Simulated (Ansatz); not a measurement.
A geometry of ZrCl4 away from equilibrium: the start of the relaxation of a generated trial cell of ZrCl4 in the AFLOW prototype AB4_oC20_41_a_2b (D1_c, as in Sn4Pt). These are r2SCAN (plane waves to 500 eV, PAW, scalar-relativistic; Ansatz, a quantum-chemistry and plane-wave program) values and carry that method's errors. Γ-centred k-mesh 4×4×4 on the run's cell (coarser than for final values), Fermi–Dirac smearing 0.05 eV.

```xyz
10
Lattice="6.8876 0.0000 0.0000 0.0000 3.4605 6.1226 0.0000 -3.4605 6.1226" Properties=species:S:1:pos:R:3 pbc="T T T"
Zr     0.0000     0.0000     0.0000
Zr     3.4438     0.0000     6.1226
Cl     4.6354     2.2632     4.6042
Cl     2.2522    -2.2632     4.6042
Cl     1.1916     1.1973     4.6042
Cl     5.6960    -1.1973     4.6042
Cl     5.6960     1.1973     7.6533
Cl     1.1916    -1.1973     7.6533
Cl     2.2522     2.2632     7.6533
Cl     4.6354    -2.2632     7.6533
```

Problem. Which atoms carry the largest force, and which way does it point?

Solution. 1.64 eV/Å, on Cl7, Cl8, Cl9, Cl10 (atoms numbered as listed); on Cl7 its components are (-0.58, 0.44, -1.47).

Problem. What is the pressure?

Solution. -12.7 GPa, compression positive.

No spin polarisation in the result. No dispersion correction is included, so spacings between layers, chains or molecules are soft and tend to come out too large.

The run could not lose the symmetry of its start: the end is stationary, and may be a saddle point rather than a minimum.

The end of the path is a generated cell of ZrCl4: the first start was made by placing the elements on the sites of a structure type, and the end was not matched to a known phase here, so it may be hypothetical.
